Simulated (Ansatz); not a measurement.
Values for one crystal, relaxed and computed with r²SCAN in the plane-wave PAW code Ansatz; other levels are named.

```yaml
volume_per_atom: 14.16 Å³
electronic_character: metallic (no gap)
Formation energy from the elements (no fitted shifts): -0.55 eV/atom
Density of states at the Fermi level: 0.22 states/eV per atom (mean over ±0.08 eV)
```

Pick the material that matches.
A. TiC, rock salt
B. TiSi2, Cmcm (Si on 4c, Si on 4c, Ti on 4c)
C. Ti2O, anti-CdI2 type
D. TiB2, P6/mmm (Ti on 1a, B on 2d)

B, TiSi2, Cmcm (Si on 4c, Si on 4c, Ti on 4c)

The r²SCAN relaxation kept the symmetry of its start. No spin polarisation was allowed. The references are the lowest solids computed at this level, not always the standard phases.

Potentials: the later of the program's two PAW sets.
